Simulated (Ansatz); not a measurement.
Relaxed-ion elastic tensor of BN (CsCl type, Pm-3m) in GPa (Voigt order), DFT-PBEsol in the program Ansatz with PAW potentials; density 3.39 g/cm³, 6.09 Å³ per atom.

```
 436   180   180   0.0   0.0   0.0
 180   436   180   0.0   0.0   0.0
 180   180   436   0.0   0.0   0.0
 0.0   0.0   0.0  -166   0.0   0.0
 0.0   0.0   0.0   0.0  -166   0.0
 0.0   0.0   0.0   0.0   0.0  -166
```

Question: Is the crystal mechanically stable?

Answer: No: the smallest eigenvalue of C is -166 GPa.

The start of the workflow was typed in or built on a structure type; neither database checked (COD, Materials Project) lists it. It is not the phase usual at ambient conditions (space group No. 186, 194, 216). The cell was relaxed with PBEsol under the symmetry of its start. At this level the phase is dynamically unstable (imaginary phonons). The volume moved by 29 % from the start of the relaxation. Its formation energy is positive at this level, so the cell may be metastable or incomplete. As this level gives no gap, shear constants depend on the k-mesh and smearing (Fermi–Dirac, 0.1 eV here).

Potentials: the later of the program's two PAW sets.
